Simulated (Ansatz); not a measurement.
**BiSBr in Ansatz, relaxation**

input.yaml:

```yaml
crystal:
  lattice:
    - [7.884368, 0.0, 0.0]
    - [0.0, 4.064354, 0.0]
    - [0.0, 0.0, 10.16419]
  atoms:
    - { symbol: S, position: [0.8214, 0.25, 0.9514] }
    - { symbol: S, position: [0.6786, 0.75, 0.4514] }
    - { symbol: S, position: [0.3214, 0.25, 0.5486] }
    - { symbol: S, position: [0.1786, 0.75, 0.0486] }
    - { symbol: Bi, position: [0.13966, 0.25, 0.8677] }
    - { symbol: Bi, position: [0.36034, 0.75, 0.3677] }
    - { symbol: Bi, position: [0.63966, 0.25, 0.6323] }
    - { symbol: Bi, position: [0.86034, 0.75, 0.1323] }
    - { symbol: Br, position: [0.5194, 0.25, 0.1927] }
    - { symbol: Br, position: [0.9806, 0.75, 0.6927] }
    - { symbol: Br, position: [0.0194, 0.25, 0.3073] }
    - { symbol: Br, position: [0.4806, 0.75, 0.8073] }
  symmetry: { tolerance: 0.0003 }
kpoints:
  mp_grid: { grid: [4, 6, 3], shift: [0, 0, 0] }
magnetization:
  spin_polarized: false
scf:
  occupations: { method: cold, width: 0.1255 }
  lower_state_search: "off"
hamiltonian:
  pseudopotentials: { kind: paw }
  xc: r2scan
basis:
  ecutwfc: 500
  fft_grid_basis: typed
relax:
  max_steps: 60
  f_tol: 0.03
output:
  forces: true
  stress: true
  eigenvalues: true
  bader: true
  populations: true
  elf: true
  write_potential: true
  volumetric_format: npy
  dos:
    e_range: [-12, 8]
    de: 0.05
    projected: { site_lists: { Bi: [Bi], Br: [Br], S: [S] } }
  write_density: true
checkpoint:
  read: saved_state
```

Run with:

```bash
ansatz run input.yaml --threads 2 --pin off --max-ram 3584MiB --backend cpu --events-out ev --progress --plain --runs-dir out
```

Origin of the cell: a known structure type with other elements, at an estimated volume, so it need not be a known compound.

The saved state is a converged single point of the same cell.

Output (shortened):

```
Warning: output.stress: scf.convergence.dr2_threshold = 1e-7 eV (the SCF's general default) is looser than the 1.2e-9 eV advised for a printed stress (1e-10 eV for each atom of the cell: 12). […]
Pseudopotentials: kind: paw
Pseudopotential: S, paw, valence charge 6, recommended cutoff 500 eV (meta_gga), S.paw.azcp
Pseudopotential: Bi, paw, valence charge 15, recommended cutoff 500 eV (meta_gga), Bi.paw.azcp
Pseudopotential: Br, paw, valence charge 7, recommended cutoff 500 eV (meta_gga), Br.paw.azcp
Functional definition: r2SCAN
  exchange = r2scan_x(k0 = k0, k1 = k1, a1 = a1)
  correlation = r2scan_c
Crystal: 12 atoms, lattice volume = 325.710 Å³
Basis set: ecut = 500 eV, 8299 PW (Γ), exchange–correlation on 240×120×300 points (64 copies of the dense FFT grid, shifted against one another)
Bands: 68, of which v1, the nominal top of the filled ones, is band 56 counted from 1 (55 counted from 0)
[… 13 lines left out …]
Initial density: read from a saved state, or passed on in memory by an earlier SCF of this step, an earlier step, the calling program or the single point that the run made first
Functional: x = r2scan, c = r2scan; τ floored in thin density (d = 2e-4 eV/Å³)
SCF iter   1: F=—  HF=-64446.330300 eV  Δρ=4.54e-4  dr2=4.27e-4  dr2_τ=3.89e-4
SCF iter   2: F=—  HF=-64446.332110 eV  S|Δr|=    0.00e0  Δρ=2.33e-4  dr2=9.93e-5  dr2_τ=5.07e-5
SCF iter   3: F=—  HF=-64446.332071 eV  S|Δr|=    0.00e0  Δρ=3.59e-5  dr2=5.54e-6  dr2_τ=6.45e-7
SCF iter   4: F=—  HF=-64446.332075 eV  S|Δr|=    0.00e0  Δρ=1.27e-5  dr2=8.33e-7  dr2_τ=1.15e-7
SCF iter   5: F=-64446.332075 eV  HF=-64446.332075 eV  S|Δr|=    0.00e0  Δρ=4.01e-6  dr2=3.53e-8  dr2_τ=9.47e-9
relax step   1: F+E_penalty+E_count = -64446.332075 eV  Δ(F+E_penalty+E_count) = +0.000e0 eV  max|allowed force component| = 5.887e-1 eV/Å  Δτ_max = 0.0000 Å  (5 SCF iters, accepted)
relax step   2: F+E_penalty+E_count = -64446.366018 eV  Δ(F+E_penalty+E_count) = -3.394e-2 eV  max|allowed force component| = 5.767e-1 eV/Å  Δτ_max = 0.0950 Å  (6 SCF iters, dr2 threshold 2.17e-5 eV, accepted)
relax step   3: F+E_penalty+E_count = -64446.465180 eV  Δ(F+E_penalty+E_count) = -9.916e-2 eV  max|allowed force component| = 7.392e-2 eV/Å  Δτ_max = 0.0443 Å  (5 SCF iters, dr2 threshold 2.08e-5 eV, accepted)
relax step   4: F+E_penalty+E_count = -64446.467004 eV  Δ(F+E_penalty+E_count) = -1.824e-3 eV  max|allowed force component| = 2.312e-2 eV/Å  Δτ_max = 0.0248 Å  (6 SCF iters, accepted)
SCF 5 converged in 2 iterations: F = -64446.467004 eV  dr2 = 8.44e-9
SCF converged after 2 iterations
Stability not checked: this state was not tested for a lower state beside it, because cold or Methfessel-Paxton smearing, or corrected tetrahedra, fill the levels in a way that the test cannot read (fill_not_monotonic; […]
Free energy (F): -64446.467004 eV
Harris-Foulkes:  -64446.467004 eV  (|F-HF|=4.38e-9)
Internal energy: -64446.467004 eV  (E = F + TS)
E sigma→0 (E₀):  -64446.467004 eV
Fermi energy:    7.120928 eV
--- Per-component energies (eV) ---
  E_band       = -639.292722
  E_kinetic    = 2161.378026
  E_local      = -8318.500753  (includes V_loc(G=0)·N_el)
  E_nonlocal   = 2650.028319
  E_hartree    = 2746.686830
  E_xc         = -1935.294491
  E_vxc        = -1461.988841  (∫ρ·V_xc dr)
  E_paw        = -54272.764232  (= ΣΔE_a)
  E_vpaw       = -1246.153915  (= ΣTr[D̂ρ^β])
  E_aug_tail   = -0.001085  (compensation charges beyond the density's cutoff)
  E_vtau       = 82.574478  (kinetic-family band-sum trace: ∫τ·v_τ [+ j·A + Jᵃ·Aᵃ] dr)
  E_ewald      = -7480.429966
  E_core_change = 2.430347  (= ΣΔE_core)
  E_smearing   = 0.000000  (= −TS)
  Σ components = -64446.467004   (vs F -64446.467004, Δ=0.00e0)
--- Forces (eV/Å), atoms counted from 1 ---
  atom   1  S     -0.009640     0.000000    -0.011243
  atom   2  S      0.009640     0.000000    -0.011243
  atom   3  S     -0.009640     0.000000     0.011243
  atom   4  S      0.009640     0.000000     0.011243
  atom   5  Bi     0.009163     0.000000    -0.004433
  atom   6  Bi    -0.009163     0.000000    -0.004433
  atom   7  Bi     0.009163     0.000000     0.004433
  atom   8  Bi    -0.009163     0.000000     0.004433
  atom   9  Br     0.023133     0.000000    -0.004566
  atom  10  Br    -0.023133     0.000000    -0.004566
  atom  11  Br     0.023133     0.000000     0.004566
  atom  12  Br    -0.023133     0.000000     0.004566
  max |Σ_I F_I| component: 6.94e-18 eV/Å
--- Stress (GPa, compression-positive) ---
        2.216138       0.000000       0.000000
        0.000000       1.187330       0.000000
        0.000000       0.000000       1.053704
  P = ⅓ Tr σ = 1.4857 GPa (14.857 kbar)
--- Relaxed structure (4 steps of the walk, 4 accepted, 0 SCFs on fresh bases) ---
  F+E_penalty+E_count = -64446.467004 eV   max|allowed force component| = 2.312e-2 eV/Å
  atoms:
    - { symbol: S, position: [0.827180, 0.250000, 0.950779] }
    - { symbol: S, position: [0.672820, 0.750000, 0.450779] }
    - { symbol: S, position: [0.327180, 0.250000, 0.549221] }
    - { symbol: S, position: [0.172820, 0.750000, 0.049221] }
    - { symbol: Bi, position: [0.142448, 0.250000, 0.873485] }
    - { symbol: Bi, position: [0.357552, 0.750000, 0.373485] }
    - { symbol: Bi, position: [0.642448, 0.250000, 0.626515] }
    - { symbol: Bi, position: [0.857552, 0.750000, 0.126515] }
    - { symbol: Br, position: [0.510037, 0.250000, 0.184116] }
    - { symbol: Br, position: [0.989963, 0.750000, 0.684116] }
    - { symbol: Br, position: [0.010037, 0.250000, 0.315884] }
    - { symbol: Br, position: [0.489963, 0.750000, 0.815884] }
--- Löwdin populations: 12 sites ---
  site symbol       q [e]
     0      S      6.4110
     1      S      6.4110
     2      S      6.4110
     3      S      6.4110
     4     Bi     14.0820
     5     Bi     14.0820
     6     Bi     14.0820
     7     Bi     14.0820
     8     Br      7.3828
     9     Br      7.3828
    10     Br      7.3828
    11     Br      7.3828
  spilling = 0.004435 (of n_electrons = 112.000000)
--- Bader charges: 12 sites ---
  site symbol  charge [e]  shift [e]
     0      S     -0.8161     0.0010
     1      S     -0.8161     0.0010
     2      S     -0.8161     0.0010
     3      S     -0.8161     0.0010
     4     Bi      1.4099     0.0010
     5     Bi      1.4099     0.0010
     6     Bi      1.4099     0.0010
     7     Bi      1.4099     0.0010
     8     Br     -0.5938     0.0000
     9     Br     -0.5938     0.0000
    10     Br     -0.5938     0.0000
    11     Br     -0.5938     0.0000
  estimated error of the sums over rays = 2.7e-4 e
```

The starting structure.

Space group Pnma (No. 62); the run's cell has a = 7.884 Å, b = 4.064 Å, c = 10.164 Å, α = 90.00°, β = 90.00°, γ = 90.00°. Shortest distances: Bi–S 2.65 Å, Bi–Br 2.98 Å, Br–S 3.42 Å.

After:

Space group Pnma (No. 62); the run's cell has a = 7.884 Å, b = 4.064 Å, c = 10.164 Å, α = 90.00°, β = 90.00°, γ = 90.00°. Shortest distances: Bi–S 2.61 Å, Bi–Br 3.05 Å, Br–S 3.45 Å, S–S 3.54 Å.

- Free energy lowered by: 11.2 meV/atom
- Final pressure: 1.49 GPa
- Relaxation steps listed: 4

Caveats: no spin-orbit coupling, though heavy elements are present; the SCF threshold is looser than advised for a stress; the relaxation held the start's symmetry, so the end may be a saddle point.

The run took 220 s of wall time on 2 CPU thread(s) of a shared host, from a saved density.
